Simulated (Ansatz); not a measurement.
According to the program Ansatz at the r²SCAN level (PAW), CuLi$_{2}$Nb$_{4}$O$_{12}$ in the triclinic phase (P1; Pearson symbol aP19) relaxes to a = 5.162 Å, b = 5.488 Å, c = 8.957 Å, α = 105.6°, β = 91.0°, γ = 117.0°. Against the elements it lies at -2.56 eV/atom, with no fitted shifts.

It is gapped at this level: 0.97 eV (indirect). Electrons at the band edge weigh 1.9, 3.8, 21 mₑ (principal values). The hole mass is 1.8, 12, 16 mₑ (principal values). The magnetic state found is ferromagnetic. The net moment is 0.05 μB per atom.

Bader charges are Cu +1.24, Li +0.91, Nb +2.85 to +2.91, O -1.26 to -1.14 e.

The start of the workflow was typed in or built on a structure type; neither database checked (COD, Materials Project) lists it. Its standing as an ambient phase is unchecked. The cell was relaxed with r²SCAN; whether a distortion lowers the energy is not shown. The final state is ferromagnetic, the only order run, not a proven ground state. Other orbital occupations within this spin state were not tried. No Hubbard U is applied. The references are the lowest solids computed at this level, not always the standard phases (solids in place of the gases). Scalar-relativistic: spin–orbit coupling is off unless named, which matters more the heavier the elements.

Potentials: the later of the program's two PAW sets.
